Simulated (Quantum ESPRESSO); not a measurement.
Al2InGaP4, a curve over strain

A calculation, not a measurement. The program is pw.x of Quantum ESPRESSO 7.5 (plane-wave density functional theory). The cell is made up: 8 atoms on a zincblende/diamond lattice, with randomly drawn elements, strain and displacements, not relaxed. PseudoDojo standard norm-conserving files (v0.5 for PBE, v0.4.1 for LDA and PBEsol) set the functional; there is no spin polarisation, spin-orbit coupling or dispersion term, and the masses in the input are unused placeholders.

Seven runs add a strain to one cell (along z); the atoms follow the cell and are not relaxed. Stress in the table is positive in tension.

Input of the run at +0.0001:

```
&control calculation='scf', pseudo_dir='./dojo.nc.sr.pbe.v0_5.standard.upf', outdir='./o', disk_io='medium', tprnfor=.true., tstress=.true. /
&system ibrav=0, nat=8, ntyp=4, nbnd=32, ecutwfc=79.96652505, nosym=.true., tot_charge=0,
 occupations='smearing', smearing='fd', degauss=0.0018374661
/
&electrons conv_thr=7.350e-09, electron_maxstep=60, /
ATOMIC_SPECIES
Al 1.0 Al.upf
Ga 1.0 Ga.upf
In 1.0 In.upf
P 1.0 P.upf
CELL_PARAMETERS angstrom
5.6312 0.0007 -0.0328
0.0007 5.6834 -0.0545
-0.0328 -0.0545 5.6394
ATOMIC_POSITIONS angstrom
Al 0.0492 0.0063 -0.0492
In -0.0197 2.7896 2.7441
Ga 2.8053 -0.0511 2.8262
Al 2.8393 2.8321 0.0315
P 1.3938 1.4335 1.3681
P 1.4158 4.1369 4.2073
P 4.2792 1.3412 4.2846
P 4.1567 4.213 1.3082
K_POINTS automatic
4 4 4 1 1 1
```

| added strain | free energy less that of the input shown (eV) | stress xx (GPa) | stress yy (GPa) | stress zz (GPa) | stress xy (GPa) | pressure (GPa) | iterations |
| --- | --- | --- | --- | --- | --- | --- | --- |
| -0.0205 | 0.0258 | -1.27 | -0.48 | -2.25 | 0.54 | 1.33 | 10 |
| -0.0110 | 0.0074 | -0.69 | 0.07 | -1.19 | 0.52 | 0.60 | 10 |
| -0.0050 | 0.0014 | -0.35 | 0.40 | -0.52 | 0.51 | 0.16 | 10 |
| +0.0001 | 0.0000 | -0.07 | 0.67 | 0.04 | 0.50 | -0.21 | 10 |
| +0.0059 | 0.0023 | 0.24 | 0.96 | 0.66 | 0.49 | -0.62 | 10 |
| +0.0134 | 0.0111 | 0.62 | 1.32 | 1.47 | 0.47 | -1.13 | 10 |
| +0.0175 | 0.0190 | 0.81 | 1.50 | 1.90 | 0.46 | -1.41 | 10 |

A cubic fit gives a slope of stress zz against the added strain of 109 GPa at zero added strain, with the atoms clamped. Across the table the free energy follows the integral of the stress to within 0.5 meV. A rerun of one of the cells at 1377 eV and a 6 x 6 x 6 mesh moved values by no more than 0.006 eV in energy, 0.02 GPa in stress and 0.002 eV/Å in force.